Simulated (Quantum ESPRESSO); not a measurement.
## SnAg2Mo3GaHf (one composition in several site orders)

Computed values, not a measurement. The program is pw.x of Quantum ESPRESSO 7.5 (plane-wave density functional theory). The cell is made up: eight metal atoms on a hexagonal close-packed lattice, with elements, volume, strain and displacements drawn at random and not relaxed, so it may be unstable or far from any real phase. PseudoDojo standard norm-conserving files set the functional (PBE unless stated); there is no spin polarisation or spin-orbit coupling, the Fermi-Dirac width of 0.25 eV means electrons at about 2900 K, and the masses in the input are unused placeholders. The tin pseudopotential is less sure than most, with forces differing by about three percent from a second method on plain tin. Heavy elements are run without spin-orbit coupling, which real alloys of them have. A spin test at this wide smearing found no moment, but such smearing suppresses magnetism that the real alloy may have.

The runs put one composition on the sites in different orders. Cell, positions, cutoff, mesh and smearing stay as in the input of run 1; sites are counted in its order. Stress in the tables is positive in tension.

Input of run 1:

```
&control calculation='scf', pseudo_dir='./dojo.nc.sr.pbe.v0_5.standard.upf', outdir='./o', disk_io='minimal', tprnfor=.true., tstress=.true. /
&system ibrav=0, nat=8, ntyp=5, nbnd=73, ecutwfc=82.02448710, nosym=.true., tot_charge=0,
 occupations='smearing', smearing='fd', degauss=0.0183746611
/
&electrons conv_thr=1.470e-08, electron_maxstep=70, mixing_beta=0.5 /
ATOMIC_SPECIES
Ag 1.0 Ag.upf
Ga 1.0 Ga.upf
Hf 1.0 Hf.upf
Mo 1.0 Mo.upf
Sn 1.0 Sn.upf
CELL_PARAMETERS angstrom
2.9779 0.0 0.0
1.489 -2.5789 -4.7122
1.489 7.7368 -4.7122
ATOMIC_POSITIONS angstrom
Sn 0.0364 -0.0543 0.0051
Ag 1.5224 2.593 -4.6976
Mo 1.4591 -0.9418 -2.442
Ga 2.9722 1.7582 -7.0892
Mo 3.0234 5.2018 -4.6913
Ag 2.9773 -0.1158 -4.6655
Mo 3.0052 1.7675 -2.3466
Hf 4.4391 4.2871 -7.1295
K_POINTS automatic
8 4 3 1 1 1
```

```
run  elements on sites 1 to 8  free energy less that of run 1 (eV)  -TS (eV)  pressure (GPa)  stress xx (GPa)  stress yy (GPa)  stress zz (GPa)  stress yz (GPa)  stress xz (GPa)  stress xy (GPa)  iterations
  1   Sn Ag Mo Ga Mo Ag Mo Hf                                0.000    -1.510           -0.73             1.15             4.74            -3.72             0.37            -0.61             0.24          17
  2   Ag Mo Hf Ag Mo Ga Mo Sn                                0.109    -1.508           -1.54             2.10             1.76             0.75             0.41            -0.03             0.43          18
  3   Mo Sn Ga Mo Ag Ag Hf Mo                               -0.365    -1.508           -2.06             1.53             4.80            -0.14             0.24             0.17             0.09          18
  4   Ag Mo Mo Ga Ag Sn Mo Hf                               -0.095    -1.557           -1.76             2.71             3.80            -1.24             1.08            -0.07             0.23          17
  5   Ag Ga Hf Mo Ag Sn Mo Mo                                0.063    -1.515           -0.62             0.81             4.60            -3.53             0.93            -0.25             0.52          18
  6   Mo Hf Sn Ag Mo Ag Ga Mo                               -0.539    -1.547           -0.61             0.11             0.12             1.59             0.43             0.05             0.23          19
```

Forces Fx Fy Fz (eV/Å):

| site | run 1 | run 2 | run 3 | run 4 | run 5 | run 6 |
| --- | --- | --- | --- | --- | --- | --- |
| 1 | -0.19 0.40 -2.28 | -0.09 0.22 -1.21 | 0.05 -0.44 0.30 | -0.15 -0.59 -1.18 | -0.14 -0.67 -0.57 | -0.03 -1.16 -0.32 |
| 2 | 0.01 -0.20 0.02 | -0.06 0.01 1.23 | -0.04 0.13 -1.47 | 0.01 -0.31 0.44 | -0.02 0.63 -0.06 | -0.02 0.61 -0.30 |
| 3 | 0.08 1.01 1.37 | 0.09 1.95 1.12 | 0.07 -0.24 0.69 | 0.10 0.89 1.04 | 0.16 -0.12 2.37 | 0.07 -0.07 1.22 |
| 4 | 0.03 -1.06 -0.02 | 0.12 -0.75 0.24 | 0.13 0.65 0.19 | 0.01 -0.64 0.03 | 0.07 0.05 0.84 | 0.07 0.10 0.11 |
| 5 | 0.07 -0.30 -0.43 | -0.04 -1.61 -0.78 | -0.11 0.19 -0.45 | -0.07 -0.59 -0.45 | -0.09 -0.51 -0.42 | 0.04 0.10 -0.14 |
| 6 | 0.00 1.24 -0.47 | -0.01 1.04 -1.06 | 0.06 0.04 0.01 | 0.02 0.79 -0.52 | -0.02 0.91 -2.27 | 0.05 0.65 -1.07 |
| 7 | -0.02 -0.79 -0.01 | -0.08 -0.01 -0.79 | -0.07 -0.51 1.38 | -0.04 -0.05 -0.70 | -0.07 0.65 -0.97 | -0.01 0.19 0.60 |
| 8 | 0.01 -0.30 1.81 | 0.07 -0.83 1.24 | -0.09 0.18 -0.65 | 0.10 0.50 1.34 | 0.12 -0.93 1.07 | -0.17 -0.41 -0.11 |

The sites are displaced and not relaxed, so the energy differences mix bonding between neighbours with strain and are not ordering energies. A rerun of one cell of this series at a higher cutoff and on a denser mesh moved values by no more than 0.002 eV in energy, 0.08 GPa in stress and 0.007 eV/Å in force, and a second program with other atomic files agreed on that cell to 2 % rms in force and 0.5 GPa in pressure.